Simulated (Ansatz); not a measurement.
# Calculation log, SrTiO₃ (Pm-3m) (elastic constants by finite strains)

Method: PBEsol, all-electron LAPW in Ansatz 0.2.0, scalar-relativistic.

The cell comes from a PAW relaxation under the same functional.

Command:

```sh
ansatz run input.yaml --threads 2 --pin off --max-ram 6144MiB --backend cpu --events-out ev --progress --plain --runs-dir out
```

Input file:

```yaml
crystal:
  lattice:
    - [3.8911207726, 0.0, 0.0]
    - [0.0, 3.8911207726, 0.0]
    - [0.0, 0.0, 3.8911207726]
  atoms:
    - { symbol: Sr, position: [0.5, 0.5, 0.5] }
    - { symbol: Ti, position: [0.0, 0.0, 0.0] }
    - { symbol: O, position: [0.5, 0.0, 0.0] }
    - { symbol: O, position: [0.0, 0.5, 0.0] }
    - { symbol: O, position: [0.0, 0.0, 0.5] }
kpoints:
  mp_grid: { grid: [6, 6, 6] }
scf:
  occupations: { method: fixed }
hamiltonian:
  xc: pbesol
  pseudopotentials: { kind: all_electron, lapw: { basis_error: 0.0005 } }
elastic:
  mode: relaxed_ion
  stencil: two_point
  amplitude: 0.008
```

Output:

```
Warning: RAYON_NUM_THREADS=2 ignored (pool sized by the plan → 2); use --threads N
LAPW: plane waves up to 11.088 Å⁻¹, error target 5.0e-4 eV per atom; small_component_spin mean_spin; O in spheres of 0.882 Å, 8 of its electrons in bands, Dirac shells []; Ti in spheres of 1.005 Å, 20 of its electrons in bands, ...
Engine: ansatz 0.2.0, x86_64-unknown-linux-gnu
Pseudopotentials: kind: all_electron
Pseudopotential: Sr, LAPW, valence charge 28, lapw/all_electron/scalar/gaussian/Sr, Koelling and Harmon's equation, gaussian nucleus
Pseudopotential: Ti, LAPW, valence charge 20, lapw/all_electron/scalar/gaussian/Ti, Koelling and Harmon's equation, gaussian nucleus
Pseudopotential: O, LAPW, valence charge 8, lapw/all_electron/scalar/gaussian/O, Koelling and Harmon's equation, gaussian nucleus
Functional definition: PBEsol
  exchange = pbesol_x
  correlation = pbesol_c
davidson cushion auto → on  (no smearing: the cushion is to keep the highest requested band from converging to the state above it; pin scf.eigensolver.cushion to override)
Crystal: 5 atoms, lattice volume = 58.915 Å³
Basis set: ecut = 468.38034141195755 eV, 1357 PW (Γ), exchange–correlation at level 2
Bands: 44, of which v1, the nominal top of the filled ones, is band 36 counted from 1 (35 counted from 0)
Symmetry: 48 space group operations
Space group: Pm-3m (ITA 221), of the structure as read, at distance tolerance 3.9e-5 Å
k-points: 20 of 216
Non-local potential: Sr, projectors of the file, none
Non-local potential: Ti, projectors of the file, none
Non-local potential: O, projectors of the file, none
Initial density: superposition of atomic densities (chi_scale 0.1, normalization cell, long waves kept (reshape's long-wave potential 0.00 eV rms))
Initial wavefunctions: plane waves of lowest kinetic energy (no species holds an atomic orbital)
Functional: x = pbesol(κ = 0.804, μ = 0.12345679012345678), c = pbesol(β = 0.046)
iter 1 solved again at ethr=1.78e-2 eV; its pass at ethr=1.00e-1 eV (dr2=1.28e1 eV) is discarded
SCF iter   1: F=—  HF=-115814.461000 eV  |F-HF|=—  |Δ(HF+E_count)|=         —  Δρ=1.40e-1  dr2=1.28e1  ethr=1.78e-2  ⟨swp⟩=2.0  Hψ=5554  notcnv=0
preconditioner: auto → Resta (q_TF=auto, 2.821 Å⁻¹)  ε∞=3.2  [insulator: Δε(μ)=5.806 eV  Ē_g=20.188 eV  n_scr=26 (ndim 8)  ℏωp=29.8 eV  f_vac=0.000  ε∞_Penn≈3.2]
SCF iter   2: F=—  HF=-115810.385000 eV  |F-HF|=—  |Δ(HF+E_count)|=    4.08e0  Δρ=7.15e-2  dr2=4.00e0  ethr=1.78e-2  ⟨swp⟩=3.0  Hψ=2815  notcnv=0
SCF iter   3: F=—  HF=-115808.964867 eV  |F-HF|=—  |Δ(HF+E_count)|=    1.42e0  Δρ=4.15e-2  dr2=1.20e0  ethr=5.55e-3  ⟨swp⟩=3.0  Hψ=2713  notcnv=0
iter 4 solved again at ethr=1.66e-4 eV; its pass at ethr=1.67e-3 eV (dr2=1.20e-1 eV) is discarded
SCF iter   4: F=—  HF=-115808.692544 eV  |F-HF|=—  |Δ(HF+E_count)|=         —  Δρ=1.18e-2  dr2=1.19e-1  ethr=1.66e-4  ⟨swp⟩=2.0  Hψ=4721  notcnv=0
the basis was enlarged: its passes take 155.3 KiB over the memory plan, 2 of 2 planned eigensolver slots
SCF iter   5: F=—  HF=-115808.706097 eV  |F-HF|=—  |Δ(HF+E_count)|=   1.36e-2  Δρ=1.02e-2  dr2=8.78e-2  ethr=1.66e-4  ⟨swp⟩=3.0  Hψ=2849  notcnv=0
[... 80 lines left out ...]
SCF iter   8: F=—  HF=-115808.673156 eV  |F-HF|=—  |Δ(HF+E_count)|=  8.15e-10  Δρ=4.04e-7  dr2=7.44e-11  ethr=1.59e-11 (applied; sched 1.44e-12)  ⟨swp⟩=2.0  Hψ=7176  notcnv=0
SCF iter   9: F=—  HF=-115808.673156 eV  |F-HF|=—  |Δ(HF+E_count)|=  1.75e-10  Δρ=7.46e-8  dr2=3.99e-12  ethr=1.59e-11 (applied; sched 1.00e-12)  ⟨swp⟩=2.0  Hψ=7176  notcnv=0
SCF iter  10: F=—  HF=-115808.673156 eV  |F-HF|=—  |Δ(HF+E_count)|=  8.73e-11  Δρ=2.87e-8  dr2=5.75e-13  ethr=1.59e-11 (applied; sched 1.00e-12)  ⟨swp⟩=2.0  Hψ=7176  notcnv=0
SCF iter  11: F=-115808.673156 eV  HF=-115808.673156 eV  |F-HF|=2.91e-11  |Δ(HF+E_count)|=  4.37e-11  Δρ=9.07e-9  dr2=3.92e-14  ethr=1.59e-11 (applied; sched 1.00e-12)  ⟨swp⟩=2.0  Hψ=7176  notcnv=0
SCF 5 converged in 11 iterations: F = -115808.673156 eV  dr2 = 3.92e-14
SCF converged after 14 iterations
Free energy (F): -115808.674502 eV
Harris-Foulkes:  -115808.674502 eV  (|F-HF|=4.37e-11)
Internal energy: -115808.674502 eV  (E = F + TS)
E sigma→0 (E₀):  -115808.674502 eV
Fermi energy:    10.998315 eV
--- Per-component energies (eV) ---
  E_band       = -9839.561544
  E_kinetic    = 118574.134468
  E_xc         = -4612.925583
  E_electrostatic = -229769.883386  (all electrons and nuclei)
  E_smearing   = -0.000000  (= −TS)
  E_closure    = 0.000000  (closes the sum)
  Σ components = -115808.674502   (vs F -115808.674502, Δ=0.00e0)
  Basis errors (estimates in eV, not in F): energy 3.1e-4 per atom: plane waves 3.0e-4 (1.6e-4 summed), levels above the bands 0.0e0, relativity 1.4e-8, radial functions 1.8e-5, core shells 1.4e-13; eigenvalues (radial functions ...
--- Forces (eV/Å), atoms counted from 1 ---
  atom   1  Sr     0.00000000     0.00000000     0.00000000
  atom   2  Ti     0.00000000    -0.00000000    -0.00000000
  atom   3  O     -0.00000000     0.00000000     0.00000000
  atom   4  O     -0.00000000     0.00000000     0.00000000
  atom   5  O     -0.00000000     0.00000000    -0.00000000
  max |Σ_I F_I| component: 2.97e-30 eV/Å
--- Stress (GPa, compression-positive) ---
       -0.020602       0.000000       0.000000
        0.000000      -0.020602      -0.000000
        0.000000      -0.000000      -0.020602
  P = ⅓ Tr σ = -0.0206 GPa (-0.206 kbar)
--- Elastic constants: 2 strain directions × 2 members + reference (group order 48) ---
  dense FFT box of the reference and of every strained cell: 30×30×30
  strains applied: 11, 23; error gains: componentwise 1.00 (the most a stress slope's error grows in a printed constant), spectral 1.73 (1 for all six strains in a standard setting)
  C = ∂σ_k/∂η_j (tension-positive GPa; Voigt order 11 22 33 23 13 12):
       349.909    103.794    103.794     -0.000     -0.000     -0.000
       103.794    349.909    103.794     -0.000     -0.000     -0.000
       103.794    103.794    349.909     -0.000     -0.000     -0.000
        -0.000     -0.000      0.000    114.388     -0.000      0.000
        -0.000     -0.000      0.000      0.000    114.388      0.000
        -0.000      0.000     -0.000      0.000      0.000    114.388
  reference stress σ⁰ (GPa):      0.021      0.021      0.021      0.000      0.000     -0.000
  no Pulay correction (none for the plane-wave cutoff is built on LAPW): the batch's stresses and constants are at fixed plane waves
  C* (energy form; C + prestress term) asymmetry max|C*_kj − C*_jk| = 1.421e-14 GPa — a small one proves nothing (zero by symmetry where the batch's group is 432, −43m or m−3m); a large one is finite-difference/SCF noise where ...
  moduli (Voigt/Reuss/Hill, GPa): K = 185.83/185.83/185.83   G = 117.86/117.70/117.78   E = 291.71   ν = 0.238
  mechanically stable: yes (min eigenvalue of sym C = 114.39 GPa)
  where every solve meets its electron count the energy-path curvature estimates C_jj along a normal strain and C_jj − ¼(σ⁰_aa + σ⁰_bb) along a shear (ab), closely only under elastic.basis: deformed
  strain η (Voigt 11):  stress-route row diagonal C_11 = 349.91 GPa, energy-path curvature d²(F+E_count)/dδ²/Ω₀ = 349.73 GPa
         δ    σ_11 (GPa)             F (eV)   n_scf  n_hpsi   n_pw
    -8.000e-3      -2.8976     -115808.6703302      13   85638   1376   relax 0 steps, max|allowed force component| 1.34e-29 eV/Å
     8.000e-3       2.7010     -115808.6704427      13   85376   1376   relax 0 steps, max|allowed force component| 2.43e-30 eV/Å
  strain η (Voigt 23):  stress-route row diagonal C_44 = 114.39 GPa, energy-path curvature d²(F+E_count)/dδ²/Ω₀ = 114.37 GPa
         δ    σ_23 (GPa)             F (eV)   n_scf  n_hpsi   n_pw
    -8.000e-3      -0.9151     -115808.6731559      11   97116   1376   relax 0 steps, max|allowed force component| 1.64e-29 eV/Å
     8.000e-3       0.9151     -115808.6731559      11   97111   1376   relax 0 steps, max|allowed force component| 1.64e-29 eV/Å
```

Self-consistency was reached.

Elastic constants:

Elastic constants of a crystal by Kohn-Sham DFT: slopes of the stress over finite engineering strains of the given cell, Voigt indices, Cartesian axes as in the input.

| Quantity | Value |
| --- | --- |
| Pressure at rest | -0.021 GPa |
| Least elastic eigenvalue | 114.4 GPa |
| Elastically stable | yes |

```tsv
index	elastic (GPa)
11	349.9
12	103.8
44	114.4
```

Elastic moduli:

Hill averages of a grain aggregate, Debye temperature from the mean sound speed over directions.

```json
{
 "Bulk modulus": "185.8 GPa",
 "Shear modulus": "117.8 GPa",
 "Young modulus": "291.7 GPa",
 "Poisson ratio": "0.2384",
 "Bulk over shear modulus": "1.578",
 "Elastic anisotropy index": "0.0064",
 "Least young modulus": "284.7 GPa",
 "Largest young modulus": "302.4 GPa",
 "Longitudinal sound speed": "8142 m/s",
 "Transverse sound speed": "4772 m/s",
 "Elastic debye temperature": "692.2 K",
 "Linear compressibility (x, y, z)": "1.794, 1.794, 1.794 1/TPa",
 "Zener ratio": "0.9295",
 "Cauchy pressure": "-10.59 GPa"
}
```

### Strained cells

Stress of each strained cell less that at rest, tension positive.

| strain component | strain | stress xx (GPa) | stress yy (GPa) | stress zz (GPa) | stress yz (GPa) | stress xz (GPa) | stress xy (GPa) | relaxation steps |
| --- | --- | --- | --- | --- | --- | --- | --- | --- |
| xx | -0.008 | -2.918 | -0.8468 | -0.8468 | 0 | 0 | 0 | 0 |
| xx | 0.008 | 2.68 | 0.8139 | 0.8139 | 0 | 0 | 0 | 0 |
| yz | -0.008 | -0.0037 | -0.0059 | -0.0059 | -0.9151 | 0 | 0 | 0 |
| yz | 0.008 | -0.0037 | -0.0059 | -0.0059 | 0.9151 | 0 | 0 | 0 |

Caveats: cubic perovskites of this kind tilt or polarise below some temperature, which these cells can't show.

Cost: 100 s on 2 threads of Intel(R) Xeon(R) Platinum 8488C (Sapphire Rapids) (shared host), peak memory 0.89 GiB.
